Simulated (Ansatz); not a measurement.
Generalised stacking fault of AgCl (rock salt) on the {100} plane. The cell below holds the perfect crystal with the plane normal along z; tilting its third vector by the shift puts one fault into each cell, between planes 2.72 Å apart, at fixed cell height.

```
CELL_PARAMETERS angstrom
      3.85193     0.00000     0.00000
      0.00000     3.85193     0.00000
      1.92596     1.92596     8.17118
ATOMIC_POSITIONS crystal
  Cl 0.00000 0.00000 0.83333
  Cl 0.33333 0.33333 0.16667
  Cl 0.66667 0.66667 0.50000
  Ag 0.50000 0.50000 0.83333
  Ag 0.83333 0.83333 0.16667
  Ag 0.16667 0.16667 0.50000
```

In-plane vectors a = (3.852, 0.000) Å, b = (0.000, 3.852) Å, area 14.84 Å². The shift is s times the vector a (length 3.852 Å), so s = 1 restores the start. The shift is rigid: no atom relaxes. γ = [E(shift) − E(0)] / area.

Calculation: PBEsol (plane waves to 420 eV, PAW, scalar-relativistic; Ansatz, a quantum-chemistry and plane-wave program). k mesh 7×7×7 (Γ-centred), Fermi-Dirac smearing 0.05 eV. Energies are extrapolated to zero smearing. Faults lie only 8.2 Å apart, and holding the cell height and the atoms raises γ above its relaxed value. AgCl was relaxed with its symmetry unable to fall. γ is measured from zero shift.

| s | γ (mJ/m²) |
|---|---|
| 0.000 | 0 |
| 0.083 | 9 |
| 0.167 | 38 |
| 0.250 | withheld |
| 0.333 | 146 |
| 0.417 | 194 |
| 0.500 | 214 |
| 0.583 | 194 |
| 0.667 | 146 |
| 0.750 | withheld |
| 0.833 | 38 |
| 0.917 | 9 |

Problem. Fit a Fourier form (three harmonics of 1 − cos and sin) to the given rows and predict γ at s = 0.750.

Solution. Least squares on the 10 given rows: γ = (107.1)·[1 − cos(2πs)] + (-9.9)·[1 − cos(4πs)], in mJ/m²; root-mean-square residual 0.6 mJ/m². At 0.750 the fit gives 87 mJ/m²; the calculation gives 87 mJ/m², the same to the digits shown. 

(The slope of γ gives the shear force per area between the displaced halves; near zero shift its curvature is an elastic stiffness.)
